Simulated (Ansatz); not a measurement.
HfC (rock salt)

```
CELL_PARAMETERS angstrom
      0.00000     2.32577     2.32577
      2.32577     0.00000     2.32577
      2.32577     2.32577     0.00000
ATOMIC_POSITIONS crystal
  C  0.00000 0.00000 0.00000
  Hf 0.50000 0.50000 0.50000
```

The slice is a {110} plane (indices of the conventional cell) through the point (0.000, 0.000, 0.000) (fractional), spanned by u = [100] and v = [1 -1 -1] in vectors of this cell: u (3.29 Å) and v (4.65 Å, at 90° to u). It covers one period; positions are fractions (u, v).

Level of theory: PBE (plane waves to 420 eV, PAW, scalar-relativistic; Ansatz, an electronic-structure program). k mesh 17×17×17. These are valence fields of a PAW run, semicore shells included where kept as valence: close to a nucleus they are smooth pseudo fields. HfC is run without spin polarisation. HfC was relaxed with its symmetry unable to fall. Spin-orbit coupling is left out, though Hf is heavy.

Three fields on this plane, each scaled to ten steps between its own extremes (0 low, 9 high; the total valence density on a logarithmic scale, the potential cut 8 eV below its top; x marks points blanked near nuclei; v = 0 in the bottom row):

Map A
```
|xxxxxx532235xxxxx|
|xxxxx74322347xxxx|
|xxxxx63211236xxxx|
|xxxx6421001246xxx|
|xx86431000013468x|
|88753210000123578|
|xx97421000012479x|
|xxxx7310000137xxx|
|xxxxx62111126xxxx|
|xxxxx94211249xxxx|
|xxxxxx532235xxxxx|
|xxxxxx532235xxxxx|
|xxxxxx532235xxxxx|
|xxxxx94211249xxxx|
|xxxxx62111126xxxx|
|xxxx7310000137xxx|
|xx97421000012479x|
|88753210000123578|
|xx86431000013468x|
|xxxx6421001246xxx|
|xxxxx63211236xxxx|
|xxxxx74322347xxxx|
|xxxxxx532235xxxxx|
|xxxxxx532235xxxxx|
```

Map B
```
|xxxxxx742247xxxxx|
|xxxxx97322379xxxx|
|xxxxx96322369xxxx|
|xxxx9753223579xxx|
|xx76643222234667x|
|22222222222222222|
|xx10000122100001x|
|xxxx0001111000xxx|
|xxxxx00011000xxxx|
|xxxxx10011001xxxx|
|xxxxxx001100xxxxx|
|xxxxxx001100xxxxx|
|xxxxxx001100xxxxx|
|xxxxx10011001xxxx|
|xxxxx00011000xxxx|
|xxxx0001111000xxx|
|xx10000122100001x|
|22222222222222222|
|xx76643222234667x|
|xxxx9753223579xxx|
|xxxxx96322369xxxx|
|xxxxx97322379xxxx|
|xxxxxx742247xxxxx|
|xxxxxx742247xxxxx|
```

Map C
```
|xxxxxx887788xxxxx|
|xxxxx88888888xxxx|
|xxxxx99988999xxxx|
|xxxx8999999998xxx|
|xx56899999999865x|
|00246789999876420|
|xx00257999975200x|
|xxxx0258998520xxx|
|xxxxx03788730xxxx|
|xxxxx01688610xxxx|
|xxxxxx057750xxxxx|
|xxxxxx057750xxxxx|
|xxxxxx057750xxxxx|
|xxxxx01688610xxxx|
|xxxxx03788730xxxx|
|xxxx0258998520xxx|
|xx00257999975200x|
|00246789999876420|
|xx56899999999865x|
|xxxx8999999998xxx|
|xxxxx99988999xxxx|
|xxxxx88888888xxxx|
|xxxxxx887788xxxxx|
|xxxxxx887788xxxxx|
```

Problem. Assign the maps to these fields: electron localisation function (ELF); valence electron density; electrostatic potential energy of an electron, from the cell's mean.

Solution. A is the valence electron density; B is the electron localisation function (ELF); C is the electrostatic potential energy of an electron, from the cell's mean.
